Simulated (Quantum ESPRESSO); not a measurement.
For atom 1 (Zn) of ZnF₂ in P4₂/mnm, the PAW reconstruction of the field gradient on a scalar-relativistic PBE ground state (a modified build of Quantum ESPRESSO, JTH datasets) gives this field-gradient tensor in Cartesian axes (atomic units, 1 a.u. = 9.7174×10²¹ V/m²):

```
 0.0580  -0.1751   0.0000
-0.1751   0.0580   0.0000
 0.0000   0.0000  -0.1160
```

The cell was made here from an entry of the Crystallography Open Database (unchecked): atoms relaxed with PBE in the measured cell (PBE without dispersion, pw.x of Quantum ESPRESSO, symmetry kept).  Stability against distortions was not tested.  Cores are frozen. Against all-electron runs on small test molecules, this scheme's |Vzz| missed by +4 % on Zn, −6 to +4 % (−29 % in KF) on F.

Problem. Find the principal values, η_Q, |C_Q|, ν_Q and P_Q for ⁶⁷Zn (I = 5/2, |Q| = 0.15 barn), and the second-order MAS shift at 18.8 T.

Solution. Eigenvalues (principal values) by size: Vxx = -0.1160, Vyy = -0.1171, Vzz = 0.2331 a.u. (they sum to zero).
η_Q = (Vxx − Vyy)/Vzz = 0.00.
|C_Q| = 234.96 MHz × |Q|/barn × |Vzz|/a.u. = 234.96 × 0.15 × 0.2331 = 8.22 MHz.
Quadrupole frequency ν_Q = 3C_Q/[2I(2I − 1)] = 1.23 MHz, and P_Q = C_Q(1 + η²/3)^½ = 8.22 MHz.
At 18.8 T the Larmor frequency is ν0 = 50.2 MHz, and the second-order shift of the central transition's centre of gravity under MAS is −(3/40)(P_Q/ν0)²[I(I + 1) − 3/4]/[I²(2I − 1)²] × 10⁶ = -161 ppm.
